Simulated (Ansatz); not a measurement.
Relaxation of a relaxed Ge cell displaced along its unstable phonon at q = (½, ½, 0) of its primitive reciprocal cell (37i cm⁻¹), largest move 0.15 Å; 2 atoms in the cell, which starts as Cmcm (No. 63), oS4; a = 3.7147 Å, b = c = 4.5656 Å, α = β = γ = 90.00°. Method: PBE (plane waves to 420 eV, PAW, scalar-relativistic; Ansatz, an electronic-structure program). Γ-centred k-mesh 14×14×14 on the run's cell (coarser than for final values), Fermi–Dirac smearing 0.05 eV. This is the first round of the run. 

The optimiser's lines from the output (shortened; P is positive under compression):

```
relax step   1: F+E_penalty+E_count = -8589.33541924 eV  Δ(F+E_penalty+E_count) = +0.000e0 eV  max|allowed force component| = 3.156e-2 eV/Å  Δτ_max = 0.0000 Å  P = +0.205 GPa  Ω = 38.715 Å³  (7 SCF iters, dr2 threshold 1.00e-7 eV, accepted)
relax step   2: F+E_penalty+E_count = -8589.33832727 eV  Δ(F+E_penalty+E_count) = -2.908e-3 eV  max|allowed force component| = 3.576e-2 eV/Å  Δτ_max = 0.0206 Å  P = -0.044 GPa  Ω = 38.925 Å³  (5 SCF iters, dr2 threshold 2.00e-7 eV, accepted)
relax step   3: F+E_penalty+E_count = -8589.34256475 eV  Δ(F+E_penalty+E_count) = -4.237e-3 eV  max|allowed force component| = 3.765e-2 eV/Å  Δτ_max = 0.0203 Å  P = +0.040 GPa  Ω = 38.938 Å³  (5 SCF iters, dr2 threshold 2.00e-7 eV, accepted)
relax step   4: F+E_penalty+E_count = -8589.36457740 eV  Δ(F+E_penalty+E_count) = -2.201e-2 eV  max|allowed force component| = 1.395e-3 eV/Å  Δτ_max = 0.1282 Å  P = +0.735 GPa  Ω = 38.965 Å³  (6 SCF iters, dr2 threshold 2.00e-7 eV, accepted)
relax step   5: F+E_penalty+E_count = -8589.38710144 eV  Δ(F+E_penalty+E_count) = -2.252e-2 eV  max|allowed force component| = 3.393e-2 eV/Å  Δτ_max = 0.1099 Å  P = -1.088 GPa  Ω = 40.335 Å³  (6 SCF iters, dr2 threshold 2.00e-7 eV, accepted)
relax step   6: F+E_penalty+E_count = -8589.41605606 eV  Δ(F+E_penalty+E_count) = -2.895e-2 eV  max|allowed force component| = 1.344e-2 eV/Å  Δτ_max = 0.0249 Å  P = +0.283 GPa  Ω = 39.088 Å³  (6 SCF iters, dr2 threshold 2.00e-7 eV, accepted)
relax step   7: F+E_penalty+E_count = -8589.44824625 eV  Δ(F+E_penalty+E_count) = -3.219e-2 eV  max|allowed force component| = 7.271e-2 eV/Å  Δτ_max = 0.0585 Å  P = +0.162 GPa  Ω = 39.207 Å³  (5 SCF iters, dr2 threshold 2.00e-7 eV, accepted)
relax step   8: F+E_penalty+E_count = -8589.47376591 eV  Δ(F+E_penalty+E_count) = -2.552e-2 eV  max|allowed force component| = 6.967e-2 eV/Å  Δτ_max = 0.1376 Å  P = +0.347 GPa  Ω = 39.138 Å³  (6 SCF iters, dr2 threshold 2.00e-7 eV, accepted)
relax step   9: F+E_penalty+E_count = -8589.48407119 eV  Δ(F+E_penalty+E_count) = -1.031e-2 eV  max|allowed force component| = 1.685e-2 eV/Å  Δτ_max = 0.1950 Å  P = +0.461 GPa  Ω = 39.255 Å³  (6 SCF iters, dr2 threshold 2.00e-7 eV, accepted)
relax step  10: F+E_penalty+E_count = -8589.49132616 eV  Δ(F+E_penalty+E_count) = -7.255e-3 eV  max|allowed force component| = 5.267e-3 eV/Å  Δτ_max = 0.1334 Å  P = -0.338 GPa  Ω = 39.816 Å³  (6 SCF iters, dr2 threshold 2.00e-7 eV, accepted)
relax step  11: F+E_penalty+E_count = -8589.49335060 eV  Δ(F+E_penalty+E_count) = -2.024e-3 eV  max|allowed force component| = 5.299e-3 eV/Å  Δτ_max = 0.0091 Å  P = -0.228 GPa  Ω = 39.735 Å³  (6 SCF iters, dr2 threshold 2.00e-7 eV, accepted)
relax step  12: F+E_penalty+E_count = -8589.49374516 eV  Δ(F+E_penalty+E_count) = -3.946e-4 eV  max|allowed force component| = 2.270e-3 eV/Å  Δτ_max = 0.0212 Å  P = +0.194 GPa  Ω = 39.527 Å³  (6 SCF iters, dr2 threshold 2.00e-7 eV, accepted)
relax step  13: F+E_penalty+E_count = -8589.49392346 eV  Δ(F+E_penalty+E_count) = -1.783e-4 eV  max|allowed force component| = 2.161e-3 eV/Å  Δτ_max = 0.0238 Å  P = -0.007 GPa  Ω = 39.648 Å³  (6 SCF iters, dr2 threshold 1.74e-7 eV, accepted)
relax step  14: F+E_penalty+E_count = -8589.49403159 eV  Δ(F+E_penalty+E_count) = -1.081e-4 eV  max|allowed force component| = 1.293e-3 eV/Å  Δτ_max = 0.0329 Å  P = -0.058 GPa  Ω = 39.694 Å³  (6 SCF iters, dr2 threshold 1.29e-8 eV, accepted)
relax step  15: F+E_penalty+E_count = -8589.49410695 eV  Δ(F+E_penalty+E_count) = -7.536e-5 eV  max|allowed force component| = 5.515e-4 eV/Å  Δτ_max = 0.0378 Å  P = -0.036 GPa  Ω = 39.696 Å³  (6 SCF iters, dr2 threshold 3.04e-8 eV, accepted)
relax step  16: F+E_penalty+E_count = -8589.49413224 eV  Δ(F+E_penalty+E_count) = -2.529e-5 eV  max|allowed force component| = 2.334e-4 eV/Å  Δτ_max = 0.0252 Å  P = -0.011 GPa  Ω = 39.689 Å³  (6 SCF iters, dr2 threshold 1.17e-8 eV, accepted)
relax step  17: F+E_penalty+E_count = -8589.49413961 eV  Δ(F+E_penalty+E_count) = -7.374e-6 eV  max|allowed force component| = 8.248e-5 eV/Å  Δτ_max = 0.0188 Å  P = -0.003 GPa  Ω = 39.687 Å³  (6 SCF iters, dr2 threshold 1.54e-9 eV, accepted)
relax step  18: F+E_penalty+E_count = -8589.49414088 eV  Δ(F+E_penalty+E_count) = -1.264e-6 eV  max|allowed force component| = 1.542e-5 eV/Å  Δτ_max = 0.0101 Å  P = -0.002 GPa  Ω = 39.687 Å³  (6 SCF iters, accepted)
relax step  19: F+E_penalty+E_count = -8589.50172750 eV  Δ(F+E_penalty+E_count) = -7.587e-3 eV  max|allowed force component| = 4.069e-5 eV/Å  Δτ_max = 0.0000 Å  P = +0.265 GPa  Ω = 39.687 Å³  stress off target by 7.16e-1 GPa  SCF on the basis re-selected at this cell (its energy is not comparable with the rows above)  (6 SCF iters)
relax step  20: F+E_penalty+E_count = -8589.50209427 eV  Δ(F+E_penalty+E_count) = -3.668e-4 eV  max|allowed force component| = 7.240e-4 eV/Å  Δτ_max = 0.0271 Å  P = -0.070 GPa  Ω = 39.877 Å³  (6 SCF iters, dr2 threshold 2.00e-7 eV, accepted)
relax step  21: F+E_penalty+E_count = -8589.50192496 eV  Δ(F+E_penalty+E_count) = +1.693e-4 eV  max|allowed force component| = 2.587e-3 eV/Å  Δτ_max = 0.0973 Å  P = -0.062 GPa  Ω = 39.857 Å³  (6 SCF iters, dr2 threshold 4.06e-8 eV, rejected (line search))
relax step  22: F+E_penalty+E_count = -8589.50214074 eV  Δ(F+E_penalty+E_count) = -4.647e-5 eV  max|allowed force component| = 9.029e-5 eV/Å  Δτ_max = 0.0214 Å  P = +0.030 GPa  Ω = 39.819 Å³  (7 SCF iters, accepted)
relax step  23: F+E_penalty+E_count = -8589.50213961 eV  Δ(F+E_penalty+E_count) = +1.135e-6 eV  max|allowed force component| = 1.141e-6 eV/Å  Δτ_max = 0.0033 Å  P = -0.002 GPa  Ω = 39.838 Å³  (6 SCF iters, dr2 threshold 3.39e-9 eV, accepted)
relax step  24: F+E_penalty+E_count = -8589.50216625 eV  Δ(F+E_penalty+E_count) = -2.664e-5 eV  max|allowed force component| = 1.204e-6 eV/Å  Δτ_max = 0.0000 Å  P = -0.002 GPa  Ω = 39.838 Å³  stress off target by 5.97e-3 GPa  SCF on the basis re-selected at this cell (its energy is not comparable with the rows above)  (8 SCF iters)
```

From the first to the last row the energy changes by -0.08 eV/atom and the volume by +2.9 %. The last row is marked as not comparable with the walk above it, whose basis was carried along; it does compare with step 1, since both stand on a basis selected at the nominal cutoff for their own cell.

Step 21 was rejected by the optimiser.

Later rounds, restarted from the end of this one on a renewed k-mesh, logged 4 more steps and released under 0.01 eV/atom more. The final structure after all rounds: Pm-3m (No. 221), cP1, simple cubic type; a = b = c = 2.7123 Å, α = β = γ = 90.00°. Between re-selections the logged energies stand on a plane-wave basis carried along with the cell. No spin polarisation in the result.

The run could not lose the symmetry of its start, so the end can be a saddle point.

The relaxed structure here is a generated cell of Ge: the first start was made by placing the elements on the sites of a structure type, and the end was not matched to a known phase here, so it may be hypothetical. Known forms of Ge include space group No. 227.
